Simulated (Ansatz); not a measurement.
Li$_{3}$Pb:
```
Li3Pb
1.0
    0.00000     3.33450     3.33450
    3.33450     0.00000     3.33450
    3.33450     3.33450     0.00000
Pb Li
1 3
Cartesian
  0.00000   0.00000   0.00000
  3.33450   3.33450   3.33450
  1.66725   1.66725   1.66725
  5.00175   5.00175   5.00175
```

Relaxed with r²SCAN. Special points in fractions of this cell's reciprocal vectors: Γ (0.000, 0.000, 0.000); X (0.500, 0.000, 0.500); U (0.625, 0.250, 0.625); K (0.375, 0.375, 0.750); L (0.500, 0.500, 0.500); W (0.500, 0.250, 0.750).

Q: List the band energies nearest the Fermi level at these points for plane-wave PAW r²SCAN (Ansatz code).

A: In eV from the Fermi level; about four levels below and three above (degenerate sets whole), none deeper than 8.9 eV; points with the same levels are listed once.

```csv
k,below,above
Γ,–,1.33 1.33 1.33
X,-8.22 -2.83 -1.41 -1.41,1.33 3.86 8.51 8.51
U,-8.24 -2.50 -2.35 -0.95,2.22 5.21 6.62
L,-8.53 -3.38,0.49 0.49 3.03 3.03
W,-8.21 -2.23 -2.23 -1.84,3.54 4.67 5.98 5.98
```

Space group Fm-3m. The workflow started from an entry of the Crystallography Open Database (COD). Its standing as an ambient phase is unchecked. The r²SCAN relaxation kept the symmetry of its start; whether a distortion lowers the energy is not shown. Scalar-relativistic: spin–orbit coupling is off unless named, which matters more the heavier the elements.

Potentials: the later of the program's two PAW sets.
